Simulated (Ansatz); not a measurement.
A surface is cut from this relaxed crystal of Pb:

```xyz
1
Lattice="0.0000 2.5210 2.5210 2.5210 0.0000 2.5210 2.5210 2.5210 0.0000" Properties=species:S:1:pos:R:3 pbc="T T T"
Pb    0.0000    0.0000    0.0000
```

Miller indices refer to the conventional cell of Fm-3m (No. 225), a = 5.042 Å, b = 5.042 Å, c = 5.042 Å, α = 90.00°, β = 90.00°, γ = 90.00°.

The (100) slab of 5 planes, 10.1 Å thick with 15 Å of vacuum as cut; outer planes Pb (top) and Pb (bottom).

Level of theory: Ansatz 0.2.0, DFT PBE, scalar-relativistic, plane waves, PAW. Settings: cutoff 420 eV, Γ-centred mesh 10×10×1 on the computed 5-atom cell, Gaussian smearing of 0.10 eV; no spin polarisation. The cell repeats along c with a dipole correction in the vacuum.

Results for the relaxed slab:

For the relaxed slab, the surface energy (mean of both faces) is 0.37 J/m². The work function is 3.69 eV.

Relaxation lowers the energy by 0.026 J/m² a face; the largest move is 0.156 Å.

| plane (bottom to top) | atoms | spacing to next, bulk (Å) | relaxed (Å) | change (%) |
| --- | --- | --- | --- | --- |
| 1 | Pb | 2.521 | 2.319 | -8.0 |
| 2 | Pb | 2.521 | 2.567 | +1.8 |
| 3 | Pb | 2.521 | 2.567 | +1.8 |
| 4 | Pb | 2.521 | 2.319 | -8.0 |
| 5 | Pb |  |  |  |

Slabs this thin can still miss converged surface energies by a few hundredths of a J/m² and work functions by about a tenth of an eV.

Spin-orbit coupling is left out, which matters for the bands of heavy elements.

γ = (E_slab − N·E_bulk)/2A = 0.587 eV / (2 × 12.71 Å²) = 23.1 meV/Å² = 0.37 J/m², with N = 5 atoms. The cut crosses 4 bonds a cell (neighbours within 10 % of the shortest distances), so each costs 0.15 eV on this count. The top spacing shrinks by 8.0 %, as is usual at a metal's surface, where atoms that lost neighbours bind closer to those left; the next one widens by 1.8 %, so the relaxation alternates in sign.
